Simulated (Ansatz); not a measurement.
Notes on Ba₂IrBrO₂

```
Ba Ir Br O
1.0
     4.25487    0.00000    0.00000
    -2.12743    3.68482    0.00000
    -2.12743    1.22827    9.74580
Ba Ir Br O
2 1 1 2
Direct
  0.74750 0.25250 0.24250
  0.25250 0.74750 0.75750
  0.50000 0.50000 0.50000
  0.00000 0.00000 0.00000
  0.43900 0.56100 0.31700
  0.56100 0.43900 0.68300
```

The numbers come from plane-wave PAW DFT (Ansatz): PBE, no spin polarisation, 420 eV, 9×9×9 Γ-centred k points, gaussian occupations (width 0.0226 eV). Nothing was relaxed.

(1) Which element gives electrons and which takes them?

(2) Where is the largest force?

(3) Is it stable against the elements?

(4) Is the cell too large or too small?

(5) What do density and ELF say about some of the short contacts?

(6) Is there a gap?

Origin: a known structure type with other elements, at an estimated volume, so it need not be a known compound. Caveats: many states at the Fermi level without spin polarisation, so a magnetic state may lie lower; correlation that this level lacks may open a gap in such a compound; atoms or cell far from equilibrium.

Results:

(1) Bader charges in e: Ba +1.45, Ir +0.24, Br -0.79, O -1.18. In the mean Ba gives up most and O takes most.

(2) The largest is on O5 (and as large on other atoms): 3.79 eV/Å, components (0.00, 0.00, -3.79). It makes 180° with the line to a nearest neighbour, Ir3 at 1.78 Å, pointing away from it.

(3) -1.59 eV an atom against the elements' usual phases (free molecules for gases, crystals otherwise, with no correction for O₂ or N₂), so it is bound against them; other compounds may still compete. Relaxing would lower it.

(4) The pressure is 7.1 GPa (compression positive), so with the atoms held at these fractions the cell would first expand; the forces are large, so a full relaxation may end otherwise. The principal stresses 4.1, 4.1, 13.1 GPa differ, so its shape would change too.

(5) Ir–O at 1.78 Å: least valence density 1.48 e/Å³ and ELF 0.35 there. Ba–O at 2.56 Å: least valence density 0.29 e/Å³ and ELF 0.14 there. Br–Ba at 3.41 Å: least valence density 0.10 e/Å³ and ELF 0.08 there. Both are smooth PAW fields, read partly inside the augmentation spheres.

(6) It is a metal, with about 8 states/eV a cell as the mean within 0.25 eV of the Fermi level, mostly Ir d (63 %) and O p (29 %).
